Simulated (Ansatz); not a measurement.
According to PBE in the plane-wave PAW code Ansatz, AlGa$_{3}$As$_{4}$ in the tetragonal phase (P-4m2; Pearson symbol tP8) relaxes to a = 4.063 Å, c = 11.466 Å. Ga on 2e has 4 nearest neighbours from 2.49 Å (tetrahedral); As on 2g has 4 nearest neighbours from 2.49 Å (tetrahedral); Ga on 1b has 4 nearest neighbours from 2.49 Å (tetrahedral); As on 2g has 4 nearest neighbours from 2.48 Å (tetrahedral). Its formation energy from the elements is -0.38 eV/atom, with no fitted shifts.

It is gapped at this level: 0.53 eV (direct). The valence maximum lies at Γ and the conduction minimum at Γ. Gap from PBE with spin–orbit coupling: 0.42 eV. Electrons at the band edge weigh 0.034, 0.034, 0.036 mₑ (principal values).

An equation-of-state fit gives a bulk modulus of 62.1 GPa.

The start of the workflow was typed in or built on a structure type; neither database checked (COD, Materials Project) lists it. Its standing as an ambient phase is unchecked. The PBE relaxation kept the symmetry of its start; its stability against distortions is not shown here. The references are the lowest solids computed at this level, not always the standard phases. Spin–orbit coupling is left out wherever it is not named.

Potentials: the earlier of the program's two PAW sets.
